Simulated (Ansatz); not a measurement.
Relaxed-ion elastic tensor of MoPd (CsCl type, Pm-3m) in GPa (Voigt order), DFT-r²SCAN in the program Ansatz with PAW potentials; density 10.87 g/cm³, 15.46 Å³ per atom.

```
65.9   311   311   0.0   0.0   0.0
 311  65.9   311   0.0   0.0   0.0
 311   311  65.9   0.0   0.0   0.0
 0.0   0.0   0.0  95.8   0.0   0.0
 0.0   0.0   0.0   0.0  95.8   0.0
 0.0   0.0   0.0   0.0   0.0  95.8
```

Task: Is the crystal mechanically stable?

Result: No: the smallest eigenvalue of C is -245 GPa.

The start of the workflow was typed in or built on a structure type; neither database checked (COD, Materials Project) lists it. Whether it is the stable phase at ambient conditions was not checked. The cell was relaxed with r²SCAN under the symmetry of its start. At this level the phase is mechanically unstable. No spin polarisation was allowed. Its formation energy is positive at this level, so the cell may be metastable or incomplete. As this level gives no gap, shear constants depend on the k-mesh and smearing (Fermi–Dirac, 0.1 eV here).

Potentials: the later of the program's two PAW sets.
